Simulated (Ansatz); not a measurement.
## TiN (rock salt): scan of one atom of the cell

Starting cell, TiN (rock salt):

```xyz
2
Lattice="0.0000 2.1163 2.1163 2.1163 0.0000 2.1163 2.1163 2.1163 0.0000" Properties=species:S:1:pos:R:3 pbc="T T T"
N      0.0000     0.0000     0.0000
Ti     2.1163     2.1163     2.1163
```

In each cell atom 2 (Ti, nearest neighbour N at 2.116 Å; its periodic images, 3.0 Å or more away, move with it) moves by s·(-1.000, 0.000, 0.000) (towards the nearest neighbour), the rest being held.

The numbers are results of r2SCAN (plane waves to 500 eV, PAW, scalar-relativistic; Ansatz, an electronic-structure program), not measurements. k mesh 15×15×15 (Γ-centred), Fermi-Dirac smearing 0.05 eV. Energies are smeared free energies. Stress and pressure are positive under compression. Left out: 2 of 11 points, with atoms too close for the PAW data. With partly filled bands, energies and forces of such displacements shift with the k mesh and the smearing. F∥ is the force on the atom along that direction. TiN is run without spin polarisation. TiN was relaxed with its symmetry unable to fall. The zero of ΔE is the undisplaced structure.

```json
[
 {"s (Å)": "-0.336", "ΔE (meV/cell)": "679", "F∥ (eV/Å)": "4.513", "P (GPa)": "19.6"},
 {"s (Å)": "-0.252", "ΔE (meV/cell)": "362", "F∥ (eV/Å)": "3.100", "P (GPa)": "10.7"},
 {"s (Å)": "-0.168", "ΔE (meV/cell)": "157", "F∥ (eV/Å)": "1.883", "P (GPa)": "4.7"},
 {"s (Å)": "-0.084", "ΔE (meV/cell)": "39", "F∥ (eV/Å)": "0.926", "P (GPa)": "1.2"},
 {"s (Å)": "0.000", "ΔE (meV/cell)": "0", "F∥ (eV/Å)": "0.000", "P (GPa)": "0.0"},
 {"s (Å)": "0.084", "ΔE (meV/cell)": "39", "F∥ (eV/Å)": "-0.926", "P (GPa)": "1.2"},
 {"s (Å)": "0.168", "ΔE (meV/cell)": "157", "F∥ (eV/Å)": "-1.883", "P (GPa)": "4.7"},
 {"s (Å)": "0.252", "ΔE (meV/cell)": "362", "F∥ (eV/Å)": "-3.100", "P (GPa)": "10.7"},
 {"s (Å)": "0.336", "ΔE (meV/cell)": "679", "F∥ (eV/Å)": "-4.513", "P (GPa)": "19.6"}
]
```

Derived quantities:

- Energy at s = 0.336 Å: 679 meV/cell
- Force along the line at s = -0.336 Å: 4.51 eV/Å
- Symmetry of the curve: even: the same for both signs
- Shape of the curve: a single well with its minimum at or next to zero displacement
- Force constant k = d²E/ds² at s = 0 (finite differences): 11.0 eV/Å²
- Harmonic estimate at the end of the scan: ½ks² = 618 meV/cell against the computed 679 meV/cell, so the well is stiffer than harmonic there
- Zone-centre optical wavenumber from k: 524 cm⁻¹

(A displaced cell: forces are minus the slopes of the energy, force constants its curvatures, and phonons follow from these.)
